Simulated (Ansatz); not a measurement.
Sr$_{3}$Al$_{2}$Sn$_{2}$ in space group Immm (No. 71; Sn on 4i, Al on 4j, Sr on 2b, Sr on 4i) at seven volumes, PBEsol (plane waves, PAW; program Ansatz), shape and atoms relaxed at each. One row is withheld.

| V (Å³/atom) | P (GPa) |
|---|---|
| 28.053 | 4.39 |
| 28.977 | 2.70 |
| 29.902 | 1.25 |
| 30.827 | 0.00 |
| 31.752 | -1.06 |
| 32.677 | ? |
| 33.601 | -2.76 |

### Question
Fit the shown pressures and predict the withheld one.

### Answer
Third-order Birch–Murnaghan: P = (3/2)B₀(x^(7/2) − x^(5/2))[1 + (3/4)(B′ − 4)(x − 1)] with x = (V₀/V)^(2/3). Least squares on the six rows gives V₀ = 30.831 Å³/atom, B₀ = 38.29 GPa, B′ = 4.11. At V = 32.677, x = 0.9620 and P = -1.98 GPa. The run itself gave -1.98 GPa.

The workflow started from an entry of the Crystallography Open Database (COD). Whether it is the stable phase at ambient conditions was not checked. The cell was relaxed with PBEsol under the symmetry of its start; whether a distortion lowers the energy is not shown. Scalar-relativistic: spin–orbit coupling is off unless named, which matters more the heavier the elements.

Potentials: the later of the program's two PAW sets.
